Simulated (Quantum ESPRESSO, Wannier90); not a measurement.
# ZrS₂ (CdI2 type): Wannier90 run

```yaml
crystal:
  lattice:
    - [3.69138, 0.00000, 0.00000]
    - [-1.84569, 3.19683, 0.00000]
    - [0.00000, 0.00000, 6.04108]
  atoms:
    - { symbol: Zr, position: [0.00000, 0.00000, 0.00000] }
    - { symbol: S, position: [0.66667, 0.33333, 0.76209] }
    - { symbol: S, position: [0.33333, 0.66667, 0.23791] }
```

Cell from Materials Project (mp-1186), symmetrised, no further relaxation. Not found in the COD (Crystallography Open Database) copy used; not checked further. Level: PBEsol, no spin polarisation, no spin-orbit coupling; pw.x of Quantum ESPRESSO at 53 Ry with PseudoDojo potentials, 12×12×6 k-points, Wannier90. Density: 12×12×6 mesh, cold smearing 0.01 Ry. The cell is built of weakly bound layers, chains or molecules, whose nearest atoms lie 3.82 Å apart. Database cells relaxed without dispersion often hold them too far apart, which can enlarge gaps and weakens couplings between them; spacing and stacking were not compared with the measured crystal.

Base run: 11 functions from bands 7-27 of the 27 computed, start hydrogen-like Zr: d; S: p, frozen window up to 2.45 eV relative to the valence-band maximum, outer window open. One thing is changed at a time; window edges are relative to the valence-band maximum. The misfit compares interpolated bands with pw.x on a high-symmetry path, for states up to 2.0 eV relative to the valence-band maximum. Converged means that the tolerances were met: symmetric starts can stop on a saddle, which shows as a larger Ω_OD at equal Ω_I and can move the misfit too.

```tsv
setting	functions	frozen to (eV)	Ω_I (Å²)	Ω_D (Å²)	Ω_OD (Å²)	rms misfit (meV)	worst (meV)	ended
base	11	2.45	18.28	0.00	0.64	0.4	4.6	converged
frozen window to 1.45 eV	11	1.45	17.80	0.00	0.54	28	158	converged
frozen window to 4.45 eV	11	4.45	19.95	0.01	0.80	0.2	1.4	converged
frozen window to 0.45 eV	11	0.45	17.30	0.00	0.39	139	580	converged
frozen window to 5.95 eV	11	5.95	–	–	–	–	–	stops: too many frozen states
outer window to 8.28 eV	11	2.45	21.71	0.00	0.95	0.2	0.8	converged
outer window to 11.28 eV	11	2.45	19.35	0.00	0.73	0.3	3.8	converged
```

Runs of this sweep that didn't settle are not listed.
